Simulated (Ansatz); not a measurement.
AlTi4S8:
```xyz
13
Lattice="6.7003 0.0000 0.0000 -3.3501 5.8026 0.0000 0.0000 0.0000 5.7081" Properties=species:S:1:pos:R:3 pbc="T T T"
S      1.6929     0.9774     4.2137
S      0.0000     3.8684     4.2934
S      5.0074     0.9774     4.2137
S      3.3501     3.8479     4.2137
Ti     0.0000     0.0000     0.0000
Ti    -1.6751     2.9013     0.0000
Ti     3.3501     0.0000     0.0000
Ti     1.6751     2.9013     0.0000
S      0.0000     1.9547     1.4944
S     -1.6573     4.8252     1.4944
S      3.3501     1.9342     1.4147
S      1.6573     4.8252     1.4944
Al     0.0000     0.0000     2.8541
```

Relaxed with PBE+D3(BJ). Special points in fractions of this cell's reciprocal vectors: Γ (0.000, 0.000, 0.000); M (0.500, 0.000, 0.000); K (0.333, 0.333, 0.000); A (0.000, 0.000, 0.500); L (0.500, 0.000, 0.500); H (0.333, 0.333, 0.500).

**Question.** List the band energies nearest the Fermi level at these points for PBE+D3(BJ) (plane waves, PAW; program Ansatz).

**Answer.** In eV from the Fermi level; about four levels below and three above (degenerate sets whole), none deeper than 8.9 eV; points with the same levels are listed once.

```csv
k,below,above
Γ,-0.60 -0.60 -0.45 -0.45,0.17 0.27 0.27
M,-1.86 -1.73 -0.33 -0.06,0.66 0.67 0.93
K,-1.97 -1.97 -1.82 -0.01,0.30 0.30 0.90 0.90
A,-0.85 -0.85 -0.75 -0.75,0.23 0.23 0.96
L,-1.95 -1.69 -0.18 -0.10,0.64 0.64 0.66
H,-2.69 -2.69 -2.60 -2.49 -2.49,0.40 0.55 0.55 0.55
```

Space group P-3m1. A made-up cell: these elements were put on the sites of a structure type; neither database checked (COD, Materials Project) lists it. Its standing as an ambient phase is unchecked. The PBE+D3(BJ) relaxation kept the symmetry of its start; whether a distortion lowers the energy is not shown. No spin polarisation was allowed. With an odd number of electrons in the cell and no spin polarisation, the count alone makes it a metal.

Potentials: the later of the program's two PAW sets.
